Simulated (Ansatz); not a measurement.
## Property card for P

P:
Space group Pm-3m (No. 221); a = b = c = 2.433 Å, α = β = γ = 90.00°

```json
[
 {"atom": "P", "site": "1a", "symmetry": "m-3m", "x": "0.0000", "y": "0.0000", "z": "0.0000"}
]
```

Space group Pm-3m (No. 221), simple cubic; conventional cell a = b = c = 2.4332 Å, α = β = γ = 90.00°.

Method: the program Ansatz at the r²SCAN level (PAW). Geometry: relaxed at this level of theory. Other levels are named where they apply.

Cell and energy:

```
Item                  Value
---------------  ----------
Volume per atom    14.41 Å³
Density          3.57 g/cm³
```

Electronic structure:

```
Property                                                                    Result
------------------------------------  --------------------------------------------
Electronic character                                             metallic (no gap)
Density of states at the Fermi level  0.30 states/eV per atom (mean over ±0.08 eV)
```

Mechanics:

```
Property                                                                       Value
--------------------------------------------  --------------------------------------
Bulk modulus (Birch–Murnaghan fit)                                           122 GPa
Pressure derivative B′                                                           5.0
Elastic constants (relaxed ions, GPa)              C11 = 288, C12 = 33.7, C44 = 82.5
Mechanical stability                          stable (all eigenvalues of C positive)
Hill bulk and shear moduli                                          119 and 98.2 GPa
Young's modulus                                                              231 GPa
Poisson's ratio                                                                 0.18
Debye temperature from the elastic constants                                   707 K
```

Phonons:

```
Item                                                    Value
-------------------------------  ----------------------------
Dynamical stability on the path  stable (no imaginary branch)
Zero-point energy                               44.6 meV/atom
Vibrational entropy at 300 K          23.4 J/(K·mol of atoms)
```

This is a known high-pressure phase of the composition, computed here at zero pressure and temperature. The cell was relaxed with r²SCAN under the symmetry of its start. As this level gives no gap, shear constants depend on the k-mesh and smearing (Fermi–Dirac, 0.1 eV here). As this level gives no gap, phonon frequencies hold no LO–TO term and depend on the k-mesh and smearing (Fermi–Dirac, 0.1 eV here). On the denser mesh and wider smearing of the elastic run this cell carries a stress of 0.4 GPa.

Potentials: the later of the program's two PAW sets.
